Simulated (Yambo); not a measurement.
G0W0@LDA for CaCd₂P₂ (space group P-3m1, No. 164) in Yambo. Reference settings: 3×3×2 Γ-centred k mesh, bands 10 to 217 and a 8 Ry block in the screening, 217 bands in G with the Bruneval-Gonze terminator, plasmon pole fitted at 27.2 eV. The LDA gap Γ → Γ on this mesh is 0.66 eV; G0W0 gaps are taken between the same points.

The settings were changed. The gap went from 1.43 eV to 1.39 eV, and the shift of the valence edge from -0.57 eV to -0.38 eV.

Question: Which change was made?
A. 58 bands in W, 58 bands in G, 2 Ry block
B. 3×3×1 mesh
C. 58 bands in W, 58 bands in G, 3 Ry block
D. 170 bands in W, 170 bands in G, no terminator

Answer: D, 170 bands in W, 170 bands in G, no terminator. The others gave (gap, valence shift): 3×3×1 mesh: 1.34, -0.50 eV; 58 bands in W, 58 bands in G, 2 Ry block: 1.40, 0.14 eV; 58 bands in W, 58 bands in G, 3 Ry block: 1.45, 0.07 eV.

Spin-orbit coupling is not included.

Geometry of the Materials Project entry, not relaxed at this level; primitive cell a = 4.292 Å, b = 4.292 Å, c = 7.055 Å, α = 90.00°, β = 90.00°, γ = 120.00°.

A shift is the quasiparticle energy of the state minus its LDA energy.
